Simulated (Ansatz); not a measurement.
## Convergence of LiMg2 with the k-point mesh

These are results of DFT r2SCAN, scalar-relativistic, plane waves, PAW (Ansatz), not measurements.

```
Li Mg
1.0
     5.43018   -1.72692    0.00000
     5.43018    1.72692    0.00000
    -1.09797    0.00000    3.28635
Li Mg
1 2
Direct
  0.50000 0.50000 0.50000
  0.84132 0.84132 0.84114
  0.15868 0.15868 0.15886
```

* plane-wave cutoff: 500 eV
* occupation rule: Gaussian smearing, 0.1 eV
* spin treatment: unpolarised

The atoms stay fixed while the k-point mesh is varied. ΔE is the energy extrapolated to zero smearing, less that of the reference run (12×12×12). The cell isn't necessarily relaxed at this level. The meshes are Γ-centred. Pressure is positive in compression.

Q: Tried: 1×1×1, 2×2×2, 4×4×4, 6×6×6, 8×8×8, 10×10×10, 12×12×12. From which k-point mesh on does the energy per atom stay within 100, 10 and 1 meV of the reference?

A: 4×4×4 for 100 meV, 8×8×8 for 10 meV, none but the reference for 1 meV. The reference itself isn't shown to be converged. At 8×8×8, where the energy is within 10 meV, force components still miss by up to 0.012 eV/Å, where the largest force is 0.009 eV/Å.

```csv
mesh,ΔE (meV/atom),P (GPa),largest change of a force component (eV/Å),irreducible points
1×1×1,-1086,-3.71,0.068,1
2×2×2,169,0.41,0.162,6
4×4×4,41.0,0.67,0.084,24
6×6×6,17.4,0.35,0.042,68
8×8×8,-5.08,0.29,0.012,150
10×10×10,8.38,0.38,0.002,282
12×12×12,0.00,0.32,0.000,476
```